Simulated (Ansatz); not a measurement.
C: computed property card

C:
```
C
1.0
   -2.18241     2.18241     1.25080
    2.18241    -2.18241     1.25080
    2.18241     2.18241    -1.25080
C
4
Direct
  0.18030   0.18030   0.36061
  0.18030   0.81970   0.00000
  0.81970   0.18030   0.00000
  0.81970   0.81970   0.63939
```

Space group I4/mmm (No. 139); conventional cell a = b = 4.365 Å, c = 2.502 Å, α = β = γ = 90.00°.

Method: the program Ansatz at the r²SCAN level (PAW). Structure relaxed to zero pressure with the same functional. Other levels are named where they apply.

**Cell and energy**

- Volume per atom = 5.96 Å³
- Density = 3.35 g/cm³

**Electronic structure**

- Band gap = 2.67 eV (indirect)
- Valence-band maximum = at M
- Conduction-band minimum = on the Γ–Z line, 42 % of the way from Γ (2 equivalent valleys)
- Smallest direct gap on the standard path = 4.96 eV
- Electron effective mass = 0.35, 0.35, 0.50 mₑ (principal values)
- HSE06 gap on the r²SCAN cell = 3.52 eV

**Mechanics**

Bulk modulus (Birch–Murnaghan fit): 415 GPa
Pressure derivative B′: 3.7
Elastic constants (relaxed ions, GPa): C11 = 970, C12 = 177, C13 = 53.2, C33 = 1250, C44 = 472, C66 = 337
Mechanical stability: stable (all eigenvalues of C positive)
Hill bulk and shear moduli: 416 and 443 GPa
Young's modulus: 980 GPa
Poisson's ratio: 0.11
Debye temperature from the elastic constants: 2070 K

The start of the workflow was typed in or built on a structure type; the Crystallography Open Database copy checked does not list it. It is not the phase usual at ambient conditions (space group No. 194, 227). Symmetry was held in the r²SCAN relaxation; its stability against distortions is not shown here.

Potentials: the earlier of the program's two PAW sets.
